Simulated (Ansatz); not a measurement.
TiPd: pressure against volume

TiPd, Pmma, a = 4.567 Å, b = 2.774 Å, c = 4.874 Å. The structure is a Materials Project entry; whether it is the stable form wasn't checked. Ansatz: r2SCAN, PAW, 500 eV, Γ-centred 10×16×10 mesh on 4 atoms, Gaussian smearing 0.10 eV; no spin polarisation. Shape and atoms are relaxed at each volume; pressure is positive in compression.

| V (Å³/atom) | P (GPa) |
| --- | --- |
| 14.509 | 11.84 |
| 14.972 | 5.42 |
| 15.435 | 0.00 |
| 15.898 | -4.58 |
| 16.361 | ? |

Task: Take V0 = 15.435 Å³/atom, fit the third-order Birch–Murnaghan form to the other rows, and predict the missing pressure.

Result: With the Eulerian strain f = ½[(V0/V)^(2/3) − 1] and y = P/[3f(1 + 2f)^(5/2)], the form is the line y = B0 + 1.5 B0 (B0′ − 4) f. Rows (f, y): 0.02105, 169.1; 0.01026, 167.4; -0.00976, 164.3. Means f = 0.007183, y = 166.93; Σ(Δf)² = 0.0004888, ΣΔfΔy = 0.07610; the slope is their ratio. y = 165.8 + 155.7 f GPa, so B0 = 165.8 GPa and B0′ = 4 + 2 × (155.7)/(3 × 165.8) = 4.63. At V = 16.361, f = -0.01905, y = 162.83 and P = -8.44 GPa. The run gave -8.43 GPa, so the fit is 0.01 GPa too low, a small miss on the scale of the series. The form still works here, 33 % of the fitted range beyond its end.

Cost: 5 runs of about 7.3 core-minutes in all, on AMD EPYC 9R45 (Zen 5) (shared hosts).